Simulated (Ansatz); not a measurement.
**Computed properties of AgPt**

AgPt:
```
CELL_PARAMETERS angstrom
      1.38559     0.79997     4.69272
     -1.38559     0.79997     4.69272
      0.00000    -1.59995     4.69272
ATOMIC_POSITIONS crystal
  Ag 0.00000 0.00000 0.00000
  Pt 0.50000 0.50000 0.50000
```

Space group R-3m (No. 166); conventional cell a = 2.771 Å, b = 2.771 Å, c = 14.078 Å, α = 90.00°, β = 90.00°, γ = 120.00°.

Method: PBEsol in the plane-wave PAW code Ansatz. The cell and atoms are relaxed at this level. Other levels are named where they apply.

**Cell and energy**

```json
{
  "volume_per_atom": "15.60 Å³",
  "density": "16.12 g/cm³",
  "Formation energy from the elements (no fitted shifts)": "-0.055 eV/atom"
}
```

**Electronic structure**

```json
{
 "electronic_character": "metallic (no gap)",
 "Density of states at the Fermi level": "0.40 states/eV per atom (mean over ±0.08 eV)",
 "Gap with spin–orbit coupling": "none (metallic)"
}
```

**Mechanics**

```json
{
  "Bulk modulus (Birch–Murnaghan fit)": "197 GPa",
  "Pressure derivative B′": "5.6"
}
```

**Phonons**

```json
{
  "highest_zone_centre_frequency": "192 cm^-1",
  "zone_centre_stability": "no imaginary mode at Γ"
}
```

The workflow started from a Materials Project entry (that database holds measured and hypothetical structures alike); the Crystallography Open Database copy checked does not list it. With Ag and Pt taken as one species the cell has the higher symmetry Fm-3m, so it may be an ordered model of a mixed-site phase. Its standing as an ambient phase is unchecked. The cell was relaxed with PBEsol under the symmetry of its start. No spin polarisation was allowed. As this level gives no gap, phonon frequencies hold no LO–TO term and depend on the k-mesh and smearing (Fermi–Dirac, 0.1 eV here). Axis ratios of metals converge slowly with the k-mesh, so a and c are less sure than the volume. The references are the lowest solids computed at this level, not always the standard phases. Spin–orbit coupling is left out wherever it is not named.

Potentials: the later of the program's two PAW sets.
